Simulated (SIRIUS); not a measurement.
Worked example: self-consistent single point of SnF₃ (Fm-3m, 8 atoms in the cell; from Materials Project mp-8289) in SIRIUS.

Computed with PBEsol, PseudoDojo 0.4 standard norm-conserving PBEsol (tails mended) pseudopotentials (plane waves; SIRIUS).

```xyz
8
Lattice="0.0000 4.3490 4.3490 4.3490 0.0000 4.3490 4.3490 4.3490 0.0000" Properties=species:S:1:pos:R:3 pbc="T T T"
Sn     4.3490     4.3490     4.3490
Sn     0.0000     0.0000     0.0000
F      4.3490     6.3338     4.3490
F      4.3490     2.3642     4.3490
F      2.3642     4.3490     4.3490
F      6.3338     4.3490     4.3490
F      4.3490     4.3490     6.3338
F      4.3490     4.3490     2.3642
```

Reference input (self-consistent single point, DFT, PBEsol, plane waves, PseudoDojo 0.4 standard norm-conserving PBEsol (tails mended) pseudopotentials): parameters.ngridk = 4 4 4; parameters.xc_functionals = [XC_GGA_X_PBE_SOL, XC_GGA_C_PBE_SOL]; parameters.gk_cutoff = 9.165 1/bohr; parameters.pw_cutoff = 18.331 1/bohr; parameters.smearing = gaussian; parameters.smearing_width = 0.0001 Ha; potentials = PseudoDojo 0.4 standard norm-conserving PBEsol (tails mended) pseudopotentials; parameters.electronic_structure_method = pseudopotential; parameters.num_bands = 42; parameters.num_mag_dims = 0; parameters.num_dft_iter = 100; parameters.energy_tol = 1e-07 Ha. This run's input differs from it in these lines:

```diff
@@ -22,4 +22,4 @@
     "num_dft_iter": 100,
-    "energy_tol": 1e-07,
-    "density_tol": 1e-06
+    "energy_tol": 3.7e-05,
+    "density_tol": 1.0
   },
```

Output (repeated stretches shortened):

```
[find] density tolerance         : 1
[find] total energy tolerance    : 3.7e-05
[find] iter_solver_tol (initial) : 0.01
[find] iter_solver_tol (target)  : 1e-13
[find] num_dft_iter              : 100
Charges and magnetic moments
--------------------------------------------------------------------------------
total charge          : 70.000000
[find] | SCF iteration   0 out of 100|
[diagonalize] iterative solver tolerance (occupied, empty): 0.01 0.01
[diagonalize] average number of iterations: 2.25
[find] Charges and magnetic moments
[find] total charge          : 70.000000
[find] Energy
[find] smearing (-TS)                 :       0.00000000
   [... lines left out ...]

[find] Charges and magnetic moments
[find] total charge          : 70.000000
[find] Energy
[find] smearing (-TS)                 :       0.00000000
[find] Total energy                   :    -304.86328682 (Ha),    -609.72657364 (Ry)
[find] Free energy (E-TS)             :    -304.86328682 (Ha),    -609.72657364 (Ry)
[find] band gap (eV)                  :       2.82440798
[find] Efermi                         :       0.11845560
[find] iteration : 6, RMS (target) : 2.0178e-03 (1.0000e+00) , energy difference (target) : -1.3557e-05 (3.7000e-05)
[find] bands are converged : true
[find] iterative solver converged : false
[find] converged after 7 SCF iterations!
[find] Charges and magnetic moments
[find] total charge          : 70.000000
[find] Energy
[find] smearing (-TS)                 :       0.00000000
[find] Total energy                   :    -304.86328682 (Ha),    -609.72657364 (Ry)
[find] Free energy (E-TS)             :    -304.86328682 (Ha),    -609.72657364 (Ry)
[find] band gap (eV)                  :       2.82440798
[find] Efermi                         :       0.11845560
[ground_state] === stress tensor components [kbar] ===
[ground_state] === stress_total ===
[ground_state]     1.496136   -0.000000   -0.000000
[ground_state]    -0.000000    1.496136    0.000000
[ground_state]    -0.000000    0.000000    1.496136
[ground_state] ==== total Forces in Ha/bohr =====
   [... lines left out ...]
[ground_state] atom:    3, force:      -0.0000000     -0.0023426      0.0000000
[ground_state] atom:    4, force:      -0.0023426     -0.0000000     -0.0000000
[ground_state] atom:    5, force:       0.0023426      0.0000000     -0.0000000
[ground_state] atom:    6, force:       0.0000000     -0.0000000      0.0023426
[ground_state] atom:    7, force:      -0.0000000      0.0000000     -0.0023426
```

The run converged in 7 iterations. SIRIUS prints the stress tensor with tension positive. Against the reference run the free energy is nearly the same (within 1 meV/atom), the pressure goes from 0.04 to -0.15 GPa, the largest force goes from 0.105 to 0.120 eV/Å and the gap on the mesh moves little (2.827 to 2.824 eV).

This run is one point of a test of settings, so its values need not be converged; read them against the reference run alone. The structure comes from a collection of computed structures, made at another level of theory; the collection holds predicted forms beside known ones.

Cost on one core: about 100 core-seconds (a rough figure).

The gap that the log prints is read on the run's mesh, which can miss the band edges or a crossing.

“Tails mended”: in these copies of the files the far tail of each local potential was reset to the Coulomb form.
